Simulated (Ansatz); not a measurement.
OsN$_{2}$:
```
CELL_PARAMETERS angstrom
      2.78754     0.00000     0.00000
     -1.39377     2.41408     0.00000
      0.00000     0.00000     4.91715
ATOMIC_POSITIONS crystal
  Os 0.00000 0.00000 0.00000
  N  0.00000 0.00000 0.38348
  N  0.00000 0.00000 0.61652
```

Relaxed with PBEsol. Special points in fractions of this cell's reciprocal vectors: Γ (0.000, 0.000, 0.000); M (0.500, 0.000, 0.000); K (0.333, 0.333, 0.000); A (0.000, 0.000, 0.500); L (0.500, 0.000, 0.500); H (0.333, 0.333, 0.500).

Q: List the band energies nearest the Fermi level at these points for the program Ansatz at the PBEsol level (PAW).

A: In eV from the Fermi level; about four levels below and three above (degenerate sets whole), none deeper than 8.9 eV; … stands for higher levels left out; points with the same levels are listed once.

| k | below | above |
|---|---|---|
| Γ | -2.04 -2.04 -1.23 -1.23 | 5.11 5.11 … |
| M | -6.27 -5.60 -5.38 -2.13 | 2.40 2.68 3.09 |
| K | -4.42 -4.42 -2.32 -2.32 | 3.64 3.69 3.69 |
| A | -5.93 -5.93 -2.04 -2.04 | 0.87 0.87 2.77 2.77 |
| L | -6.72 -5.37 -2.36 -2.16 | 0.19 1.95 2.40 |
| H | -3.03 -3.03 -1.46 -1.46 | 0.65 0.65 2.67 |

Space group P6/mmm. The workflow started from a Materials Project entry (that database holds measured and hypothetical structures alike); the Crystallography Open Database copy checked does not list it. Its standing as an ambient phase is unchecked. The PBEsol relaxation kept the symmetry of its start; its stability against distortions is not shown here. No spin polarisation was allowed. Its formation energy is positive at this level, so the cell may be metastable or incomplete. Spin–orbit coupling is left out wherever it is not named.

Potentials: the later of the program's two PAW sets.
